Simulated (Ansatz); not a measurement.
# Optical constants of SiGeS3

All numbers below come from DFT LDA, scalar-relativistic, plane waves, PAW in Ansatz. Plane waves to 420 eV; Γ-centred k mesh 8×8×8; Fermi-Dirac smearing of 0.15 eV. No spin polarisation.

Relaxed structure:
```xyz
5
Lattice="4.2590 0.0000 0.0000 0.0000 4.2590 0.0000 0.0000 0.0000 4.2590" Properties=species:S:1:pos:R:3 pbc="T T T"
Ge    0.0000    0.0000    0.0000
Si    2.1295    2.1295    2.1295
S     2.1295    2.1295    0.0000
S     2.1295    0.0000    2.1295
S     0.0000    2.1295    2.1295
```

The cell is the ideal cubic perovskite prototype; whether it is the stable structure of this composition wasn't checked. In a metal these results depend on the k mesh and the smearing. A semilocal functional can close a gap that the real compound has.

Independent-particle response (no local fields, no excitons) on a 14×14×14 mesh, broadened by 0.1 eV; the Drude term is undamped and its weight carries the smearing above, which sets much of it in a semimetal. The run couldn't bound its error over part or most of this range, so small peaks and near ties are unsure. Light polarised along y. ε₁ lacks the small share of bands above those solved.

(1) Tabulate ε₁ and ε₂ against photon energy.

(2) Where is the highest local maximum of ε₂ between 0.3 and 12 eV?

Results:

(1)
```tsv
E (eV)	ε₁	ε₂
0.3	-356.34	14.90
0.6	-78.80	9.91
0.9	-24.01	5.27
1.2	-1.51	6.40
1.5	8.04	12.19
1.8	7.08	16.49
2.1	7.88	18.88
2.4	4.13	13.71
2.7	9.24	12.50
3.0	9.68	16.66
3.3	5.47	20.84
3.6	5.47	19.56
3.9	0.27	22.03
4.2	-2.75	16.89
4.5	-4.71	15.38
4.8	-4.67	12.29
5.1	-3.70	10.41
5.4	-4.10	10.32
5.7	-3.56	8.31
6.0	-2.52	8.13
6.3	-2.37	8.73
6.6	-4.03	8.30
6.9	-3.41	7.21
7.2	-3.89	6.87
7.5	-3.83	6.38
7.8	-3.63	5.52
8.1	-3.79	5.72
8.4	-4.52	4.92
8.7	-4.21	3.75
9.0	-3.63	3.19
9.3	-3.19	2.96
9.6	-3.00	2.81
9.9	-2.80	2.53
10.2	-2.52	2.33
10.5	-2.35	2.31
10.8	-2.23	2.13
11.1	-2.08	2.17
11.4	-2.00	1.81
11.7	-1.95	1.78
12.0	-1.77	1.74
```

(2) At 3.9 eV, where ε₂ = 22.0.

Cost: 1 run of about 2.2 core-minutes, on Arm Neoverse V2 (shared hosts).